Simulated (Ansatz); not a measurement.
The relaxed structure here is a generated cell of Li: the first start was made by placing the elements on the sites of a structure type, and the end was not matched to a known phase here, so it may be hypothetical. Known forms of Li include space group No. 229.

One stationary structure of Li. Calculation: PBEsol (plane waves to 420 eV, PAW, scalar-relativistic; Ansatz, a quantum-chemistry and plane-wave program).

```
CELL_PARAMETERS angstrom
      2.93701     0.00000     0.00000
     -1.46850     2.54352     0.00000
      0.00000     0.00000     2.71036
ATOMIC_POSITIONS crystal
  Li 0.00000 0.00000 0.00000
```

Find the space group and the Wyckoff positions (tolerance 0.01 Å).

Space group P6/mmm (No. 191); a = 2.937 Å, b = 2.937 Å, c = 2.710 Å, α = 90.00°, β = 90.00°, γ = 120.00°

```
atom  site  symmetry       x       y       z
----  ----  --------  ------  ------  ------
Li      1a     6/mmm  0.0000  0.0000  0.0000
```

This is the AFLOW prototype A_hP1_191_a (A_f, as in Sn).

Give the shortest distances between elements (the closest pairs, up to four, under 3.6 Å).

Li–Li 2.71 Å.

```yaml
volume_per_atom: 20.25 Å³
band_gap: zero (metallic)
```

No spin polarisation in the result.

The run could not lose the symmetry of its start: the end is stationary, and may be a saddle point rather than a minimum.

It was reached from a disturbed copy of a Pm-3m (No. 221) cell (simple cubic type), against which it lies -0.05 eV/atom.
